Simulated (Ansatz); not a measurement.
Bi2Te2Pb6S7: Quadrupolar parameters

The cell is an entry of the Crystallography Open Database (COD; perhaps a calculated or model structure), ions relaxed with PBE at fixed cell.

```cif
data_structure
_symmetry_space_group_name_H-M 'P 1'
_symmetry_Int_Tables_number 1
_cell_length_a 30.8561
_cell_length_b 30.8561
_cell_length_c 30.8561
_cell_angle_alpha 7.883
_cell_angle_beta 7.883
_cell_angle_gamma 7.883
_cell_volume 479.28
loop_
_atom_site_label
_atom_site_type_symbol
_atom_site_fract_x
_atom_site_fract_y
_atom_site_fract_z
_atom_site_occupancy
Bi1 Bi 0.03608 0.03608 0.03608 1
Bi2 Bi 0.96392 0.96392 0.96392 1
Te3 Te 0.68323 0.68323 0.68323 1
Te4 Te 0.31677 0.31677 0.31677 1
Pb5 Pb 0.74030 0.74030 0.74030 1
Pb6 Pb 0.25970 0.25970 0.25970 1
Pb7 Pb 0.44419 0.44419 0.44419 1
Pb8 Pb 0.55581 0.55581 0.55581 1
Pb9 Pb 0.14807 0.14807 0.14807 1
Pb10 Pb 0.85193 0.85193 0.85193 1
S11 S 0.38849 0.38849 0.38849 1
S12 S 0.61151 0.61151 0.61151 1
S13 S 0.09229 0.09229 0.09229 1
S14 S 0.90771 0.90771 0.90771 1
S15 S 0.79614 0.79614 0.79614 1
S16 S 0.20386 0.20386 0.20386 1
S17 S 0.50000 0.50000 0.50000 1
```

Atoms are numbered from 1 in the order listed; like atoms form one site, named after its first atom.

Level of theory: DFT, r2SCAN, plane waves and PAW, scalar-relativistic, 500 eV cutoff, Γ-centred 8×8×8 k-points, Fermi–Dirac smearing 0.02 eV (Ansatz 0.2.0).

V_zz is the principal component of the electric field gradient with the largest magnitude, η = (V_xx − V_yy)/V_zz and C_Q = eQV_zz/h.

²⁰⁹Bi: I = 9/2, Q = -516.0 mb; ³³S: I = 3/2, Q = -69.40 mb. Nuclear quadrupole moments: year-2017 set (Pyykkö).

Q: Give the quadrupolar parameters of the distinct sites.

A: 

```csv
site,atoms (order as listed),first shell,"V_xx, V_yy, V_zz (10²¹ V/m²)",η,C_Q (MHz)
Bi,"1, 2","3 S at 3.02 Å, 3 Te at 3.04 Å","0.19, 0.19, -0.38",0.00,4.68
Te,"3, 4",3 Bi at 3.04 Å,"-0.49, -0.49, 0.98",0.00,–
Pb5,"5, 6",6 S at 2.98–2.99 Å,"-0.17, -0.17, 0.34",0.00,–
Pb7,"7, 8",6 S at 2.99 Å,"-0.12, -0.12, 0.23",0.00,–
Pb9,"9, 10",6 S at 2.99 Å,"-0.097, -0.097, 0.19",0.00,–
S11,"11, 12","3 Pb at 2.98 Å, 3 Bi at 3.02 Å","-0.12, -0.12, 0.24",0.00,-0.409
S13,"13, 14",6 Pb at 2.99 Å,"0.074, 0.074, -0.15",0.00,0.249
S15,"15, 16",6 Pb at 2.99 Å,"0.083, 0.083, -0.17",0.00,0.277
S17,17,6 Pb at 2.99 Å,"0.085, 0.085, -0.17",0.00,0.284
```

An axis of threefold or higher order runs through Bi, Te, Pb5, Pb7, Pb9 and S11 and others, so V_zz lies along it and η is zero.

Te, Pb have no stable isotope with a ground-state quadrupole moment in the table, so no C_Q is given.

Spin–orbit coupling is left out, which shifts gradients on Bi and Pb by a few per cent in wide-gap crystals, and can shift them far more where the calculated gap is small or absent, as here. With a gap of 0.7 eV on this mesh, small gradients can still move by 0.1 × 10²¹ V/m² or more as the k-mesh gets denser.
